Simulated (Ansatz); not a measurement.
CsPbBr3 (cubic perovskite)

```yaml
crystal:
  lattice:
    - [6.00277, 0.00000, 0.00000]
    - [0.00000, 6.00277, 0.00000]
    - [0.00000, 0.00000, 6.00277]
  atoms:
    - { symbol: Cs, position: [0.00000, 0.00000, 0.00000] }
    - { symbol: Pb, position: [0.50000, 0.50000, 0.50000] }
    - { symbol: Br, position: [0.00000, 0.50000, 0.50000] }
    - { symbol: Br, position: [0.50000, 0.50000, 0.00000] }
    - { symbol: Br, position: [0.50000, 0.00000, 0.50000] }
```

Two coordinates are scanned: the volume, and the ratio of the stretch along z (the conventional c axis) to the stretch across it. Atoms keep their fractional coordinates.

Method: PBE (plane waves to 420 eV, PAW, scalar-relativistic; Ansatz, an electronic-structure program). k mesh 6×6×6 (Γ-centred), Fermi-Dirac smearing 0.05 eV. Compression counts positive. CsPbBr3 was relaxed with its symmetry unable to fall. Spin-orbit coupling is left out, though Pb is heavy. The PAW data are Ansatz's earlier set. This is a high-temperature form of CsPbBr3.

At one point of the scan the stress tensor (GPa) is:

```
   1.13     0.00     0.00
   0.00     1.13     0.00
   0.00     0.00     0.30
```

Question: Which point is it?
A. V/V₀ = 0.960, (c/a)/(c/a)₀ = 1.020
B. V/V₀ = 0.980, (c/a)/(c/a)₀ = 1.000
C. V/V₀ = 1.000, (c/a)/(c/a)₀ = 1.040
D. V/V₀ = 0.960, (c/a)/(c/a)₀ = 1.040

Answer: A, V/V₀ = 0.960, (c/a)/(c/a)₀ = 1.020

(A scan under strain: stresses follow from slopes of the energy per volume, elastic moduli from its curvatures.)
